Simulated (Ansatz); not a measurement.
AlZnNO:
```
AlZnNO
1.0
    3.13850     0.00000     0.00000
   -1.56925     2.71802     0.00000
    0.00000     0.00000     5.14689
Al Zn O N
1 1 1 1
Direct
  0.33333   0.66667   0.50483
  0.66667   0.33333   0.98733
  0.33333   0.66667   0.15103
  0.66667   0.33333   0.60680
```

Relaxed with PBEsol. Independent-particle spectrum: no excitons, no local fields, no scissors shift; 0.1 eV broadening; ε₁ of the summed bands alone.

Task: Tabulate the dielectric function from PBEsol in the plane-wave PAW code Ansatz.

Result: 

```
E (eV)  ε₁ xx  ε₂ xx  ε₁ zz  ε₂ zz
------  -----  -----  -----  -----
0.0      4.44   0.00   4.67   0.00
0.4      4.45   0.00   4.69   0.00
0.8      4.49   0.00   4.73   0.00
1.2      4.57   0.00   4.81   0.00
1.6      4.70   0.00   4.95   0.00
2.0      4.94   0.00   5.16   0.00
2.4      5.34   0.53   5.60   0.01
2.8      5.10   0.82   6.00   0.95
3.2      5.02   0.92   5.68   1.31
3.6      4.99   0.98   5.53   1.49
4.0      5.05   1.03   5.48   1.61
4.4      5.20   1.07   5.53   1.73
4.8      5.48   1.14   5.71   1.88
5.2      6.01   1.26   6.11   2.11
5.6      7.26   2.23   7.26   3.19
6.0      6.24   5.17   5.48   6.23
6.4      4.26   4.49   3.07   4.83
6.8      4.00   3.49   3.69   3.16
7.2      4.96   4.57   5.39   3.80
7.6      3.03   4.74   4.13   6.90
8.0      2.79   4.14   1.16   4.51
8.4      3.43   4.12   2.16   3.92
8.8      2.25   4.72   2.14   4.26
9.2      2.40   3.90   1.94   4.62
9.6      2.53   4.63   0.46   3.85
10.0     1.95   4.95   1.61   3.31
10.4     1.73   5.00   1.95   3.71
10.8     0.32   4.65   1.28   4.12
11.2     1.46   4.06   0.67   3.56
11.6     1.40   3.79   1.81   2.81
12.0     0.33   5.39   1.96   5.09
```

Task: From ε at 3.2 eV (xx: 5.02 + 0.92i), find n, k, the normal reflectivity and the absorption coefficient.

Result: n = 2.25, k = 0.204, R = 15 %, α = 2kE/ħc = 66000 cm⁻¹.

With all bands, ε∞ without local fields is 4.60 (xx = yy), 4.84 (zz). DFPT, with local fields, gives 4.43 (xx = yy), 4.64 (zz).

Space group P3m1. The start of the workflow was typed in or built on a structure type; neither database checked (COD, Materials Project) lists it. Whether it is the stable phase at ambient conditions was not checked. The cell was relaxed with PBEsol under the symmetry of its start; its stability against distortions is not shown here.

Potentials: the earlier of the program's two PAW sets. The files were generated under PBE; for other functionals the program regenerates the frozen cores, and for LDA and PBEsol the local potential too.
